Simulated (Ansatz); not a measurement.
AlN:
```
CELL_PARAMETERS angstrom
      0.00000     2.01885     2.01885
      2.01885     0.00000     2.01885
      2.01885     2.01885     0.00000
ATOMIC_POSITIONS crystal
  Al 0.50000 0.50000 0.50000
  N  0.00000 0.00000 0.00000
```

Relaxed with r²SCAN.

Q: Give the Bader charges and basin volumes of the independent atoms, r²SCAN in the plane-wave PAW code Ansatz.

A: 

| atom | Bader charge (e) | Bader volume (Å³) |
|---|---|---|
| Al1 | +2.54 | 3.2 |
| N2 | -2.54 | 13.2 |

Space group Fm-3m (rock salt). This is a known high-pressure phase of the composition, computed here at zero pressure and temperature. Symmetry was held in the r²SCAN relaxation; its stability against distortions is not shown here.

Potentials: the later of the program's two PAW sets.
